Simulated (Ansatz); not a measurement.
## Structure relaxation, Al2O3

The start is a randomly generated symmetric cell of Al2O3 (space group No. 229). A full variable-cell relaxation at zero pressure is run with r2SCAN (plane waves to 500 eV, PAW, scalar-relativistic; Ansatz, a quantum-chemistry and plane-wave program). The first steps use a coarse 6×6×6 k-mesh.

Initial structure:
```
CELL_PARAMETERS angstrom
     -2.82013     2.82013     2.82013
      2.82013    -2.82013     2.82013
      2.82013     2.82013    -2.82013
ATOMIC_POSITIONS crystal
  Al 0.50000 0.50000 0.50000
  Al 0.00000 0.00000 0.50000
  Al 0.00000 0.50000 0.00000
  Al 0.50000 0.00000 0.00000
  O  0.50000 0.25000 0.75000
  O  0.50000 0.75000 0.25000
  O  0.75000 0.50000 0.25000
  O  0.25000 0.50000 0.75000
  O  0.25000 0.75000 0.50000
  O  0.75000 0.25000 0.50000
```

### Question
How large is the pressure on the unrelaxed cell, and of which sign?

### Answer
+32 GPa (positive: the cell is compressed).

### Question
How does the volume per atom move from start to end?

### Answer
+15.6 %, from 8.97 to 10.37 Å³/atom.

### Question
How do the shortest distances between atoms change?

### Answer
The closest pairs of elements (up to four, under 3.6 Å), start → end: Al–O 1.99 → 2.09 Å; O–O 1.99 → 2.09 Å; Al–Al 2.82 → 2.96 Å.

The space group stays Im-3m (No. 229) (the run could not lower it), with 10 atoms in the primitive cell. Final values are on a 11×11×11 k-mesh of the relaxed cell. No spin polarisation in the result.

The run could not lose the symmetry of its start, so the end can be a saddle point.

All atoms sit on sites fixed by symmetry, so only the cell could relax.

The relaxed structure here is a generated cell of Al2O3: the first start was made by a random draw of sites in a space group, and the end was not matched to a known phase here, so it may be hypothetical. Known forms of Al2O3 include space group No. 167.
